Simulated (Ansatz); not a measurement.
Orbital-resolved density of states of TlSn

```xyz
2
Lattice="3.6147 0.0000 0.0000 0.0000 3.6147 0.0000 0.0000 0.0000 4.3750" Properties=species:S:1:pos:R:3 pbc="T T T"
Tl    0.0000    0.0000    0.0000
Sn    1.8074    1.8074    2.1875
```

Atom numbers follow the list: Tl1, Sn2.

The geometry is COD entry 1539744, unchecked; take it as a test cell.

No spin–orbit coupling, which matters for the heavy atoms here.

Level of theory: DFT, LDA, all-electron LAPW, scalar-relativistic in Ansatz 0.2.0.

Numerical set-up: a Γ-centred 9×9×8 k mesh, Fermi–Dirac smearing of 0.08 eV, basis error target 0.25 meV/atom, no spin polarisation.

States per eV for one atom of each kind, in 0.4 eV bins named by their centres, from the Fermi level, projected on a minimal set of Löwdin-orthogonalised atomic shells; orbitals are real harmonics on the Cartesian axes, equal curves share a column, and empty bins are left out, as is all above 6.2 eV, near the top of the computed bands.

Tl1 5d:

```
# E all dz2 dxz=dyz dx2-y2 dxy
-11.5 10.72 1.52 2.44 2.41 1.92
-11.1 13.98 3.45 2.48 2.55 3.02
-9.1 0.01 0.00 0.00 0.00 0.00
-8.7 0.01 0.00 0.00 0.00 0.00
-8.3 0.01 0.00 0.00 0.00 0.00
-7.9 0.01 0.00 0.00 0.00 0.00
-7.5 0.02 0.00 0.01 0.00 0.00
-7.1 0.02 0.00 0.01 0.00 0.00
-6.7 0.02 0.00 0.01 0.00 0.00
-6.3 0.02 0.00 0.01 0.00 0.00
-5.9 0.02 0.00 0.01 0.01 0.00
-5.5 0.02 0.00 0.00 0.00 0.00
-5.1 0.01 0.00 0.00 0.00 0.00
-4.7 0.01 0.00 0.00 0.00 0.00
-2.3 0.01 0.00 0.00 0.00 0.00
-1.9 0.01 0.00 0.00 0.00 0.00
-1.5 0.01 0.00 0.00 0.00 0.00
-1.1 0.01 0.00 0.00 0.00 0.00
-0.7 0.01 0.00 0.00 0.00 0.00
-0.3 0.01 0.00 0.00 0.00 0.00
0.1 0.01 0.00 0.00 0.00 0.00
0.5 0.01 0.00 0.00 0.00 0.00
0.9 0.01 0.00 0.00 0.00 0.00
1.3 0.01 0.00 0.00 0.00 0.00
1.7 0.01 0.00 0.00 0.00 0.00
2.1 0.01 0.00 0.00 0.00 0.00
2.5 0.01 0.00 0.00 0.00 0.00
```

Tl1 6p:

```
# E all pz px=py
-11.5 0.03 0.01 0.01
-11.1 0.02 0.00 0.01
-10.3 0.01 0.00 0.00
-9.9 0.05 0.02 0.02
-9.5 0.08 0.03 0.03
-9.1 0.10 0.04 0.03
-8.7 0.13 0.05 0.04
-8.3 0.14 0.05 0.04
-7.9 0.16 0.04 0.06
-7.5 0.14 0.04 0.05
-7.1 0.12 0.04 0.04
-6.7 0.10 0.03 0.03
-6.3 0.10 0.03 0.04
-5.9 0.10 0.03 0.04
-5.5 0.08 0.03 0.03
-5.1 0.07 0.02 0.02
-4.7 0.04 0.02 0.01
-4.3 0.02 0.01 0.00
-3.9 0.01 0.01 0.00
-3.5 0.02 0.02 0.00
-3.1 0.08 0.04 0.02
-2.7 0.17 0.07 0.05
-2.3 0.27 0.09 0.09
-1.9 0.44 0.14 0.15
-1.5 0.43 0.14 0.14
-1.1 0.40 0.16 0.12
-0.7 0.28 0.11 0.08
-0.3 0.26 0.09 0.08
0.1 0.26 0.09 0.09
0.5 0.28 0.09 0.09
0.9 0.28 0.08 0.10
1.3 0.30 0.09 0.10
1.7 0.33 0.09 0.12
2.1 0.40 0.10 0.15
2.5 0.45 0.13 0.16
2.9 0.52 0.17 0.18
3.3 0.53 0.18 0.17
3.7 0.57 0.20 0.19
4.1 0.72 0.28 0.22
4.5 0.76 0.26 0.25
4.9 0.61 0.22 0.20
5.3 0.58 0.20 0.19
5.7 0.67 0.21 0.23
6.1 0.74 0.23 0.26
```

Sn2 5p:

```
# E all pz px=py
-11.5 0.08 0.04 0.02
-11.1 0.05 0.01 0.02
-9.9 0.02 0.01 0.01
-9.5 0.04 0.01 0.01
-9.1 0.06 0.02 0.02
-8.7 0.07 0.02 0.02
-8.3 0.07 0.02 0.03
-7.9 0.09 0.02 0.03
-7.5 0.10 0.03 0.03
-7.1 0.10 0.04 0.03
-6.7 0.10 0.05 0.03
-6.3 0.14 0.05 0.05
-5.9 0.16 0.06 0.05
-5.5 0.13 0.05 0.04
-5.1 0.11 0.04 0.04
-4.7 0.06 0.02 0.02
-4.3 0.03 0.02 0.01
-3.9 0.02 0.01 0.00
-3.5 0.04 0.01 0.02
-3.1 0.12 0.03 0.04
-2.7 0.24 0.07 0.08
-2.3 0.39 0.11 0.14
-1.9 0.67 0.16 0.25
-1.5 0.65 0.20 0.22
-1.1 0.65 0.26 0.20
-0.7 0.45 0.19 0.13
-0.3 0.51 0.19 0.16
0.1 0.56 0.21 0.18
0.5 0.61 0.24 0.19
0.9 0.63 0.24 0.19
1.3 0.59 0.24 0.18
1.7 0.64 0.21 0.21
2.1 0.68 0.16 0.26
2.5 0.61 0.12 0.25
2.9 0.56 0.11 0.23
3.3 0.53 0.10 0.21
3.7 0.51 0.11 0.20
4.1 0.50 0.16 0.17
4.5 0.42 0.17 0.13
4.9 0.32 0.15 0.09
5.3 0.30 0.13 0.08
5.7 0.33 0.13 0.10
6.1 0.35 0.13 0.11
```

Tl1 6s:

```
# E all
-11.5 0.01
-11.1 0.01
-10.3 0.03
-9.9 0.07
-9.5 0.08
-9.1 0.09
-8.7 0.10
-8.3 0.10
-7.9 0.11
-7.5 0.13
-7.1 0.14
-6.7 0.16
-6.3 0.27
-5.9 0.49
-5.5 0.48
-5.1 0.53
-4.7 0.42
-4.3 0.16
-3.9 0.07
-3.5 0.03
-3.1 0.01
-2.7 0.02
-2.3 0.04
-1.9 0.08
-1.5 0.10
-1.1 0.12
-0.7 0.12
-0.3 0.11
0.1 0.11
0.5 0.12
0.9 0.10
1.3 0.08
1.7 0.07
2.1 0.08
2.5 0.06
2.9 0.04
3.3 0.03
3.7 0.03
4.1 0.03
4.5 0.03
4.9 0.03
5.3 0.02
5.7 0.02
6.1 0.01
```

Sn2 5s:

```
# E all
-11.5 0.09
-11.1 0.01
-10.3 0.03
-9.9 0.08
-9.5 0.10
-9.1 0.13
-8.7 0.16
-8.3 0.19
-7.9 0.24
-7.5 0.26
-7.1 0.27
-6.7 0.30
-6.3 0.33
-5.9 0.39
-5.5 0.37
-5.1 0.29
-4.7 0.21
-4.3 0.10
-3.9 0.06
-3.5 0.03
-3.1 0.01
-2.7 0.02
-2.3 0.04
-1.9 0.07
-1.5 0.08
-1.1 0.09
-0.7 0.08
-0.3 0.07
0.1 0.07
0.5 0.07
0.9 0.06
1.3 0.04
1.7 0.04
2.1 0.06
2.5 0.05
2.9 0.04
3.3 0.03
3.7 0.04
4.1 0.06
4.5 0.06
4.9 0.05
5.3 0.03
5.7 0.04
6.1 0.03
```
